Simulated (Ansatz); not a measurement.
The numbers come from plane-wave PAW DFT (Ansatz): PBE, no spin polarisation, 420 eV, 7×7×7 Γ-centred k points, fermi-dirac occupations (width 0.1 eV). Nothing was relaxed.

Computed maps in the lattice plane spanned by a (left to right, 6.25 Å, 19 points from zero) and c (bottom to top, 6.37 Å, 19 points from zero), 119° apart, at height 0.500 along b. The fields are smooth PAW ones with compensation charges, not the true ones near nuclei.

Valence density. Digits on a logarithmic scale: 0 up to 0.03 e/Å³, each further digit a factor of 1.6, 9 from 1.3 e/Å³ up:
```
2234444322457898653
2122222124579999643
1111111235799998642
1110112346899997542
2111223467999986543
3223345667898876654
4334678777777778865
4456999976566799975
4568999865557999975
4579999755568999865
4579997665679999654
4568877777777876433
3456678898766543322
2345689999764322111
1245799998643211011
1246899997532111111
2346999975421222221
2356898754223444432
2345666532235666543
```

Q: The cell is LuGaSe$_{2}$. Which atoms lie within 0.2 Å of this plane, and where (fractions of a and c)?

A: Ga at (0.75, 0.50), Ga at (0.25, 0.50), Se at (0.66, 0.81), Se at (0.34, 0.19). The whole cell:
```
Lu Ga Se
1.0
     0.00000    0.00000    6.25130
     3.92253   -3.92253    3.12565
     3.92253    3.92253   -3.12565
Lu Ga Se
2 2 4
Direct
  0.25000 0.00000 0.00000
  0.75000 0.00000 0.00000
  0.75000 0.50000 0.50000
  0.25000 0.50000 0.50000
  0.65700 0.50000 0.81400
  0.15700 0.18600 0.50000
  0.34300 0.50000 0.18600
  0.84300 0.81400 0.50000
```

Origin: a known structure type with other elements, at an estimated volume, so it need not be a known compound. Caveats: many states at the Fermi level without spin polarisation, so a magnetic state may lie lower; atoms or cell far from equilibrium.
